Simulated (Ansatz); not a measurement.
BaAl₂Ge₂:
```
BaAl2Ge2
1.0
   -2.12439     2.12439     6.22888
    2.12439    -2.12439     6.22888
    2.12439     2.12439    -6.22888
Ge Ba Al
2 1 2
Direct
  0.36980   0.36980   0.00000
  0.63020   0.63020   0.00000
  0.00000   0.00000   0.00000
  0.75000   0.25000   0.50000
  0.25000   0.75000   0.50000
```

Relaxed with PBEsol. Special points in fractions of this cell's reciprocal vectors: Γ (0.000, 0.000, 0.000); X (0.000, 0.000, 0.500); P (0.250, 0.250, 0.250); N (0.000, 0.500, 0.000); M (0.500, 0.500, -0.500); S (0.279, 0.721, -0.279); S0 (-0.279, 0.279, 0.279); R (-0.058, 0.058, 0.500); G (0.500, 0.500, -0.058).

Problem. List the band energies nearest the Fermi level at these points for the program Ansatz at the PBEsol level (PAW).

Solution. In eV from the Fermi level; about four levels below and three above (degenerate sets whole), none deeper than 8.9 eV; points with the same levels are listed once.

```
k                    below                above
-  -----------------------  -------------------
Γ  -0.90 -0.21 -0.21 -0.14       0.07 2.37 2.49
X  -3.85 -3.17 -2.44 -1.63       0.56 1.98 2.52
P  -3.72 -2.80 -2.80 -2.04       1.68 2.27 2.27
N  -1.81 -1.71 -1.23 -1.15       0.61 1.26 1.59
M  -1.46 -0.65 -0.46 -0.46  1.98 2.14 3.91 3.91
S  -2.04 -1.98 -0.94 -0.37       0.47 0.78 1.05
R  -3.85 -3.12 -2.53 -1.67       0.75 2.13 2.46
```

Space group I4/mmm. The workflow started from an entry of the Crystallography Open Database (COD), which files this formula under 2 space groups. Whether it is the stable phase at ambient conditions was not checked. Symmetry was held in the PBEsol relaxation; whether a distortion lowers the energy is not shown. Spin–orbit coupling is left out wherever it is not named.

Potentials: the later of the program's two PAW sets.
